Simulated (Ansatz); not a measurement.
The relaxed structure here is a generated cell of Mo2C: the first start was made by placing the elements on the sites of a structure type, and the end was not matched to a known phase here, so it may be hypothetical.

One starting cell of Mo$_{2}$C (a generated cell, Mo2C placed in the AFLOW prototype A2B_oF24_70_e_a (C54, as in TiSi2)) was relaxed twice with Ansatz (plane waves, PAW, scalar-relativistic): with PBEsol at 420 eV and with PBE at 420 eV. The PBEsol result:

Space group I4₁/amd, origin choice 1 (No. 141); a = 4.262 Å, b = 4.262 Å, c = 7.995 Å, α = 90.00°, β = 90.00°, γ = 90.00°

```tsv
atom	site	symmetry	x	y	z
Mo	8e	2mm.	0.0000	0.0000	0.2565
C	4a	-4m2	0.0000	0.0000	0.0000
```
(The calculation used a cell of 6 atoms; values per cell refer to that cell.)

```tsv
quantity	PBEsol	PBE
space group	I4₁/amd	I4₁/amd
volume (Å³/atom)	12.10	?
a (Å)	4.262	?
c (Å)	7.995	?
gap (eV, no spin-orbit coupling)	0.00	?
```

Task: Fill in the PBE column.

Result: 
- volume (Å³/atom), PBE: 12.44
- a (Å), PBE: 4.299
- c (Å), PBE: 8.077
- gap (eV, no spin-orbit coupling), PBE: 0.00

Both levels end in the same structure; PBE's volume is 2.8 % larger. Neither column is exact.

No spin polarisation in the result.

The run could not lose the symmetry of its start; a randomly shaken copy of 12 atoms returns to this structure.

Ansatz is an electronic-structure program.
